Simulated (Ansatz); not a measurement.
# Elastic constants of Cl: input and output

The calculation used DFT PBEsol, scalar-relativistic, plane waves, PAW in Ansatz 0.2.0.

Launched with:
```bash
ansatz run input.yaml --threads 1 --pin off --max-ram 4096MiB --backend cpu --events-out ev --progress --plain --runs-dir out
```

Input (bare energies are in eV):
```yaml
crystal:
  lattice:
    - [3.4715970603, -1.9393872787, 0.0]
    - [3.4715970603, 1.9393872787, 0.0]
    - [0.0, 0.0, 8.0040073852]
  atoms:
    - { symbol: Cl, position: [0.8734165105, 0.1265834895, 0.1112334873] }
    - { symbol: Cl, position: [0.6265834895, 0.3734165105, 0.6112334873] }
    - { symbol: Cl, position: [0.1265834895, 0.8734165105, 0.8887665127] }
    - { symbol: Cl, position: [0.3734165105, 0.6265834895, 0.3887665127] }
basis:
  ecutwfc: 420
kpoints:
  mp_grid: { grid: [8, 8, 4] }
hamiltonian:
  xc: pbesol
scf:
  occupations: { method: fixed }
output:
  forces: true
  stress: true
  eigenvalues: true
elastic:
  mode: relaxed_ion
  stencil: two_point
```

From the output:
```
--- Elastic constants: 6 strain directions × 2 members + reference (group order 8) ---
  dense FFT box of the reference and of every strained cell: 27×27×54
  strains applied: 11, 22, 33, 23, 13, 12; error gains: componentwise 1.00 (the most a stress slope's error grows in a printed constant), spectral 1.00 (1 for all six strains in a standard setting)
  reference relaxed by the batch: 2 steps; max|allowed force component| 1.54e-4 eV/Å at the deck's positions, 2.16e-5 at the last accepted step, 2.16e-5 by the solve of record
  largest displacement 5.5e-5 Å; the constants are those of the deck's cell at these positions:
  atoms:
    - { symbol: Cl, position: [0.8734292417153904, 0.12657075828460979, 0.11123650651309445] }
    - { symbol: Cl, position: [0.6265707582846097, 0.37342924171539027, 0.6112365065130945] }
    - { symbol: Cl, position: [0.12657075828460979, 0.8734292417153904, 0.8887634934869055] }
    - { symbol: Cl, position: [0.37342924171539027, 0.6265707582846097, 0.38876349348690553] }
  C = ∂σ_k/∂η_j (tension-positive GPa; Voigt order 11 22 33 23 13 12):
         4.399      1.550     -0.240      0.000      0.000      0.000
         1.545     15.844     12.917      0.000      0.000      0.000
        -0.240     12.941     32.000      0.000      0.000      0.000
         0.000      0.000      0.000     16.821      0.000      0.000
         0.000      0.000      0.000      0.000      1.007      0.000
         0.000      0.000      0.000      0.000      0.000      2.077
  reference stress σ⁰ (GPa):     -0.000      0.001     -0.006     -0.000     -0.000     -0.000
  C* (energy form; C + prestress term) asymmetry max|C*_kj − C*_jk| = 1.821e-2 GPa — a small one proves nothing (zero by symmetry where the batch's group is 432, −43m or m−3m); a large one is finite-difference/SCF noise where every solve ...
  moduli (Voigt/Reuss/Hill, GPa): K = 8.97/3.75/6.36   G = 6.51/2.34/4.43   E = 10.78   ν = 0.217
  mechanically stable: yes (min eigenvalue of sym C = 1.01 GPa)
  the stresses are not corrected for the forces that the relaxations left standing (`elastic.f_tol`)
  strain η (Voigt 11):  stress-route row diagonal C_11 = 4.40 GPa, energy-path curvature d²(F+E_count+ΔE)/dδ²/Ω₀ = 4.39 GPa
         δ    σ_11 (GPa) F (eV) n_scf n_hpsi n_pw
    -2.000e-3      -0.0094       -4243.2470707       4   14558   2134   relax 3 steps, max|allowed force component| 7.97e-7 eV/Å
     2.000e-3       0.0082       -4243.2470723       5   15200   2145   relax 3 steps, max|allowed force component| 1.01e-6 eV/Å
  strain η (Voigt 22):  stress-route row diagonal C_22 = 15.84 GPa, energy-path curvature d²(F+E_count+ΔE)/dδ²/Ω₀ = 15.85 GPa
         δ    σ_22 (GPa) F (eV) n_scf n_hpsi n_pw
    -2.000e-3      -0.0311       -4243.2470571       5   14835   2126   relax 3 steps, max|allowed force component| 2.39e-5 eV/Å
     2.000e-3       0.0322       -4243.2470554       5   14767   2141   relax 3 steps, max|allowed force component| 4.08e-5 eV/Å
  strain η (Voigt 33):  stress-route row diagonal C_33 = 32.00 GPa, energy-path curvature d²(F+E_count+ΔE)/dδ²/Ω₀ = 32.00 GPa
         δ    σ_33 (GPa) F (eV) n_scf n_hpsi n_pw
    -2.000e-3      -0.0702       -4243.2470264       4   14551   2123   relax 4 steps, max|allowed force component| 2.60e-6 eV/Å
     2.000e-3       0.0578       -4243.2470425       4   14477   2134   relax 4 steps, max|allowed force component| 6.35e-7 eV/Å
  strain η (Voigt 23):  stress-route row diagonal C_44 = 16.82 GPa, energy-path curvature d²(F+E_count+ΔE)/dδ²/Ω₀ = 16.82 GPa
         δ    σ_23 (GPa) F (eV) n_scf n_hpsi n_pw
    -2.000e-3      -0.0336       -4243.2470551       5   18965   2133   relax 6 steps, max|allowed force component| 4.40e-6 eV/Å
     2.000e-3       0.0336       -4243.2470551       4   17978   2133   relax 6 steps, max|allowed force component| 4.43e-6 eV/Å
  strain η (Voigt 13):  stress-route row diagonal C_55 = 1.01 GPa, energy-path curvature d²(F+E_count+ΔE)/dδ²/Ω₀ = 1.01 GPa
         δ    σ_13 (GPa) F (eV) n_scf n_hpsi n_pw
    -2.000e-3      -0.0020       -4243.2470763       4   17789   2131   relax 2 steps, max|allowed force component| 1.72e-5 eV/Å
     2.000e-3       0.0020       -4243.2470763       4   17839   2131   relax 2 steps, max|allowed force component| 1.72e-5 eV/Å
  strain η (Voigt 12):  stress-route row diagonal C_66 = 2.08 GPa, energy-path curvature d²(F+E_count+ΔE)/dδ²/Ω₀ = 2.08 GPa
         δ    σ_12 (GPa) F (eV) n_scf n_hpsi n_pw
    -2.000e-3      -0.0042       -4243.2470746       5   24296   2135   relax 3 steps, max|allowed force component| 3.22e-5 eV/Å
     2.000e-3       0.0042       -4243.2470746       5   24244   2135   relax 3 steps, max|allowed force component| 3.22e-5 eV/Å
```

Time: 3.7 min on 1 thread of Intel(R) Xeon(R) 6975P-C (Granite Rapids), on a shared host, peak memory 0.53 GiB.

The crystal is built of molecules and no dispersion correction was added, so the binding between them is poorly described, and with it their spacing and whatever depends on it.